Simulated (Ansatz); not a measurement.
Relaxed-ion elastic tensor of Si$_{2}$W (MoSi2 or CaC2 type, space group No. 139) in GPa (Voigt order), plane-wave PAW PBEsol (Ansatz code); density 9.94 g/cm³, 13.36 Å³ per atom.

```
438  130  101  0.0  0.0  0.0
130  438  101  0.0  0.0  0.0
101  101  556  0.0  0.0  0.0
0.0  0.0  0.0  210  0.0  0.0
0.0  0.0  0.0  0.0  210  0.0
0.0  0.0  0.0  0.0  0.0  213
```

### Question
Is the crystal mechanically stable?

### Answer
Yes: the smallest eigenvalue of C is 210 GPa.

### Question
Work out the Voigt, Reuss and Hill averages.

### Answer
K_V = 233, K_R = 232, K_H = 232; G_V = 200, G_R = 196, G_H = 198 GPa.

### Question
Give Young's modulus, Poisson's ratio, Pugh's ratio and the universal anisotropy index.

### Answer
E = 9KG/(3K + G) = 463 GPa; ν = 0.17; K/G = 1.17 (brittle by the Pugh limit of 1.75); A_U = 5G_V/G_R + K_V/K_R − 6 = 0.09.

### Question
Estimate the sound speeds and the Debye temperature.

### Answer
v_l = √((K + 4G/3)/ρ) = 7070 m/s, v_t = √(G/ρ) = 4460 m/s, mean 4910 m/s; Θ = (h/k)(3n/4πV)^(1/3) v_m = 616 K.

### Question
How much does each axis shrink under pressure?

### Answer
Linear compressibilities β_i = Σ_j S_ij (j = 1 to 3): x 1.5, y 1.5, z 1.2 per TPa.

Space group I4/mmm (MoSi2 or CaC2 type). The cell was relaxed with PBEsol under the symmetry of its start. No spin polarisation was allowed. As this level gives no gap, shear constants depend on the k-mesh and smearing (Fermi–Dirac, 0.1 eV here). Scalar-relativistic: spin–orbit coupling is off unless named, which matters more the heavier the elements.

Potentials: the earlier of the program's two PAW sets. The files were generated under PBE; for other functionals the program regenerates the frozen cores, and for LDA and PBEsol the local potential too.
